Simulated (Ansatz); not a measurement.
Theory: Ansatz, DFT PBE, scalar-relativistic, plane waves, PAW. All cells share a 420 eV cutoff and Γ-centred k meshes spaced at most about 0.3 Å⁻¹ (about 0.25 or finer for metals, 2π included). Collinear spin in cells that started with moments and kept them past the coarse steps, no spin elsewhere.

All energies are static (0 K, no zero-point motion). All come from trial cells, and lower structures may exist.

Question: These unrelaxed guesses for Co4Ge are each relaxed within their symmetry. Order them by the energy at which they end, lowest first.
A.

```cif
data_structure
_symmetry_space_group_name_H-M 'P6/mmm'
_symmetry_Int_Tables_number 191
_cell_length_a 3.8229
_cell_length_b 3.8229
_cell_length_c 5.6900
_cell_angle_alpha 90.000
_cell_angle_beta 90.000
_cell_angle_gamma 120.000
_cell_volume 72.02
loop_
_atom_site_label
_atom_site_type_symbol
_atom_site_symmetry_multiplicity
_atom_site_Wyckoff_symbol
_atom_site_fract_x
_atom_site_fract_y
_atom_site_fract_z
_atom_site_occupancy
Co1 Co 2 e 0.00000 0.00000 0.67381 1
Co2 Co 2 d 0.33333 0.66667 0.50000 1
Ge1 Ge 1 a 0.00000 0.00000 0.00000 1
```

B.

```cif
data_structure
_symmetry_space_group_name_H-M 'F-43m'
_symmetry_Int_Tables_number 216
_cell_length_a 6.6099
_cell_length_b 6.6099
_cell_length_c 6.6099
_cell_angle_alpha 90.000
_cell_angle_beta 90.000
_cell_angle_gamma 90.000
_cell_volume 288.80
loop_
_atom_site_label
_atom_site_type_symbol
_atom_site_symmetry_multiplicity
_atom_site_Wyckoff_symbol
_atom_site_fract_x
_atom_site_fract_y
_atom_site_fract_z
_atom_site_occupancy
Co1 Co 16 e 0.11361 0.38639 0.11361 1
Ge1 Ge 4 a 0.00000 0.00000 0.00000 1
```

C.

```cif
data_structure
_symmetry_space_group_name_H-M 'Pm-3m'
_symmetry_Int_Tables_number 221
_cell_length_a 4.1166
_cell_length_b 4.1166
_cell_length_c 4.1166
_cell_angle_alpha 90.000
_cell_angle_beta 90.000
_cell_angle_gamma 90.000
_cell_volume 69.76
loop_
_atom_site_label
_atom_site_type_symbol
_atom_site_symmetry_multiplicity
_atom_site_Wyckoff_symbol
_atom_site_fract_x
_atom_site_fract_y
_atom_site_fract_z
_atom_site_occupancy
Co1 Co 3 d 0.50000 0.00000 0.00000 1
Co2 Co 1 b 0.50000 0.50000 0.50000 1
Ge1 Ge 1 a 0.00000 0.00000 0.00000 1
```

Answer: B (ends in F-43m, 0 meV/atom), A (ends in P6/mmm, 230 meV/atom), C (ends in Pm-3m, 0.65 eV/atom). Even the lowest end lies +0.48 eV/atom against the elements.

The magnetic state reached may not be the lowest. Cells relaxed within their symmetry can be saddle points. Some structure types and database cells were kept out of the candidates from the start, so a known form may be missing.
